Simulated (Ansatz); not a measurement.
Ta (bcc (W type), Im-3m) under volume change, PBEsol (plane waves, PAW; program Ansatz), scaled uniformly.

```
V (Å³/atom)  E − E(relaxed) (meV/atom)  P (GPa)
-----------  -------------------------  -------
16.076                           110.0    23.81
16.606                            46.4    14.77
17.136                            11.0     6.83
17.666                             0.0     0.00
18.196                            10.0    -5.87
18.726                            37.9   -10.91
19.256                            81.3   -15.24
```

Task: What does a third-order Birch–Murnaghan fit give for V₀, B₀ and B′?

Result: V₀ = 17.67 Å³/atom, B₀ = 210 GPa, B′ = 3.9.

The cell was relaxed with PBEsol under the symmetry of its start. No spin polarisation was allowed. Spin–orbit coupling is left out wherever it is not named.

Potentials: the earlier of the program's two PAW sets.
